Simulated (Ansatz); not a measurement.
TaF3 (Pm-3m), trigonal deformation path

Level of theory: DFT PBE, scalar-relativistic, plane waves, PAW in Ansatz. Settings: plane waves to 420 eV, k-mesh 14×14×14 (Γ-centred), Gaussian smearing 0.15 eV. Spin–orbit coupling is left out, which can shift energies with elements as heavy as these. No spin polarisation. Energies are free energies at this smearing, counted from the undisturbed cell; pressure is positive in compression.

The starting cell (as given, not relaxed at this level; it stands at 25.5 GPa, and it needn't be the usual structure):

```
Ta F
1.0
     3.90120    0.00000    0.00000
     0.00000    3.90120    0.00000
     0.00000    0.00000    3.90120
Ta F
1 3
Direct
  0.00000 0.00000 0.00000
  0.50000 0.00000 0.00000
  0.00000 0.50000 0.00000
  0.00000 0.00000 0.50000
```

At fixed volume and fractional coordinates, lengths along (0.577, 0.577, 0.577) are scaled against those across it; ρ is that ratio over its starting value. The cell is metallic on the mesh throughout. At 26 GPa the given cell is far from its own equilibrium, so these figures belong to a strongly strained crystal.

```
    ρ  ΔE (meV/atom) pressure (GPa)
0.500              ?               ?
0.600         -146.2             1.7
0.710         -138.0            12.2
0.850          -54.3            21.7
0.930          -12.6            24.7
1.000            0.0            25.5
1.080          -14.4            24.6
1.200              ?               ?
1.410         -104.8            11.0
1.700           98.3            -0.3
2.000              ?               ?
```

Give the withheld values.

ΔE (meV/atom) at ρ = 0.500: -62.2; pressure (GPa) at ρ = 0.500: -9.5; ΔE (meV/atom) at ρ = 1.200: -65.2; pressure (GPa) at ρ = 1.200: 20.5; ΔE (meV/atom) at ρ = 2.000: 634.2; pressure (GPa) at ρ = 2.000: -6.0.